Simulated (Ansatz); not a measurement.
# Data sheet: Ca₃SnH₂ (DFT)

Ca3SnH2:
```cif
data_H8Ca12Sn4
_chemical_formula_sum 'Ca12 Sn4 H8'
_space_group_name_H-M_alt 'Cmcm'
_space_group_IT_number 63
_space_group_name_Hall '-C 2c 2'
_cell_length_a 8.85070
_cell_length_b 11.36650
_cell_length_c 5.23336
_cell_angle_alpha 90.000
_cell_angle_beta 90.000
_cell_angle_gamma 90.000
loop_
_space_group_symop_operation_xyz
  'x, y, z'
  '-x, -y, -z'
  '-x, -y, z+1/2'
  'x, y, -z+1/2'
  'x, -y, -z'
  '-x, y, z'
  '-x, y, -z+1/2'
  'x, -y, z+1/2'
  'x+1/2, y+1/2, z'
  '-x+1/2, -y+1/2, -z'
  '-x+1/2, -y+1/2, z+1/2'
  'x+1/2, y+1/2, -z+1/2'
  'x+1/2, -y+1/2, -z'
  '-x+1/2, y+1/2, z'
  '-x+1/2, y+1/2, -z+1/2'
  'x+1/2, -y+1/2, z+1/2'
loop_
_atom_site_label
_atom_site_type_symbol
_atom_site_symmetry_multiplicity
_atom_site_Wyckoff_symbol
_atom_site_fract_x
_atom_site_fract_y
_atom_site_fract_z
_atom_site_occupancy
Ca1 Ca 4 c 0.00000 0.10931 0.25000 1
Ca2 Ca 8 g 0.20286 0.38900 0.25000 1
Sn1 Sn 4 c 0.00000 0.69329 0.25000 1
H1 H 8 e 0.15164 0.00000 0.00000 1
```
(The calculation used a cell of 12 atoms; values per cell refer to that cell.)

Space group Cmcm (No. 63); conventional cell a = 8.8507 Å, b = 11.3665 Å, c = 5.2334 Å, α = 90.00°, β = 90.00°, γ = 90.00°.

Method: plane-wave PAW r²SCAN (Ansatz code). Structure relaxed to zero pressure with the same functional. Other levels are named where they apply.

### Cell and energy

- Volume per atom = 21.94 Å³
- Density = 3.04 g/cm³
- Formation energy from the elements (no fitted shifts) = -749 meV/atom

### Electronic structure

* **Band gap**: 0.39 eV (direct)
* **Valence-band maximum**: at Γ
* **Conduction-band minimum**: at Γ
* **Electron effective mass**: 0.13, 0.62, 0.69 mₑ (principal values)
* **Electron effective mass with spin–orbit coupling**: 0.13, 0.62, 0.69 mₑ (principal values)
* **Weight of the conduction-edge state by species (Voronoi cells)**: Ca 67 %, H 24 %, Sn 9 %
* **Hole effective mass**: 0.16, 1.4, 2.3 mₑ (principal values)
* **Hole effective mass with spin–orbit coupling**: 0.17, 1.3, 1.4 mₑ (principal values)
* **Weight of the valence-edge state by species (Voronoi cells)**: Sn 56 %, Ca 32 %, H 12 %
* **Gap with spin–orbit coupling**: 0.35 eV

### Mechanics

Bulk modulus (Birch–Murnaghan fit): 37.6 GPa
Pressure derivative B′: 3.9

### Charges

- Bader charges: Ca +1.37 to +1.40, Sn -2.55, H -0.80 e

The first step of the workflow began from a Materials Project structure, measured or hypothetical; the Crystallography Open Database files this formula in space group No. 63, but the cells were not matched. Whether it is the stable phase at ambient conditions was not checked. The cell was relaxed with r²SCAN under the symmetry of its start; whether a distortion lowers the energy is not shown. The references are the lowest solids computed at this level, not always the standard phases (solids in place of the gases). Spin–orbit coupling is left out wherever it is not named.

Potentials: the later of the program's two PAW sets.
